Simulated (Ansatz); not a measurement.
A generator proposed this cell of BeSe₄.

```xyz
5
Lattice="-3.5092 3.5092 2.1707 3.5092 -3.5092 2.1707 3.5092 3.5092 -2.1707" Properties=species:S:1:pos:R:3 pbc="T T T"
Be    0.0000    0.0000    0.0000
Se    4.2085    1.4010    0.0000
Se    2.1083    0.6993    2.1707
Se    1.4010    2.8100    0.0000
Se   -0.6993    2.1083    2.1707
```

Method: Ansatz 0.2.0, DFT PBE, scalar-relativistic, plane waves, PAW. Cutoff 420 eV; k points 6×6×6 on the computed 5-atom cell (Γ-centred); Gaussian smearing, width 0.10 eV; no spin polarisation.

Formation energies are uncorrected and refer to the elements' standard structures at the same level.

Q: How far from equilibrium is it?

A: The pressure is -6.4 GPa (the mean over three directions, positive in compression), the largest force is 0.34 eV/Å, and the energy is +0.85 eV/atom against the elements. The shortest distance is 3.10 Å.

Q: Is it a good guess?

A: A rough one: relaxing gains about 0.72 eV/atom (the start's value is from the coarse mesh, so the gain is rough) in 19 ionic steps and ends at +0.13 eV/atom on the finer mesh. The symmetry stays I4/m (No. 87). The volume per atom grows by 13.6 %, from 21.4 to 24.3 Å³. The shortest distance goes from 3.10 Å (Se–Se) to 2.40 Å (Be–Se). Conventional cell: a = 7.430 Å, c = 4.401 Å. Be has 4 Se at 2.40 Å; Se is surrounded by 1 Be at 2.40 Å and 2 Se at 2.53 Å.

The last run used a 10×10×10 mesh for its 5-atom cell and Gaussian smearing of 0.10 eV. The reference form of Se is held partly by dispersion forces, which this level lacks. The relaxation can't lower the symmetry of the start, and the grade says only how near the guess is to its own end. A structure relaxed within its symmetry needn't be a true minimum. Another cell of BeSe4 relaxed alike, in P-3m1, lies 15 meV/atom lower, so this cell isn't the stable form at this level.
